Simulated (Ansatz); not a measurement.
LiCl:
Space group P6₃mc (No. 186); a = 3.895 Å, b = 3.895 Å, c = 6.228 Å, α = 90.00°, β = 90.00°, γ = 120.00°

```json
[
 {"atom": "Li", "site": "2b", "symmetry": "3m.", "x": "0.3333", "y": "0.6667", "z": "0.3781"},
 {"atom": "Cl", "site": "2b", "symmetry": "3m.", "x": "0.6667", "y": "0.3333", "z": "0.4969"}
]
```

This is the r²SCAN-relaxed structure.

All from r²SCAN in the plane-wave PAW code Ansatz, unless another level is named. Predict the Bader charges.

Li +0.90, Cl -0.90 e.

Predict the Born charges (a third of the trace).

Li +1.02, Cl -1.02 e.

Predict the static dielectric constant ε0 (ions relaxed, cell fixed).

4.33 (xx = yy), 4.68 (zz).

What about the electronic dielectric constant ε∞ (DFPT)?

2.38 (xx = yy), 2.41 (zz).

Space group P6_3mc (wurtzite). The workflow started from a Materials Project entry (that database holds measured and hypothetical structures alike); the Crystallography Open Database copy checked does not list it. It is not the phase usual at ambient conditions (space group No. 225). Symmetry was held in the r²SCAN relaxation; of distortions, only those at the zone centre were tested.

Potentials: the later of the program's two PAW sets.
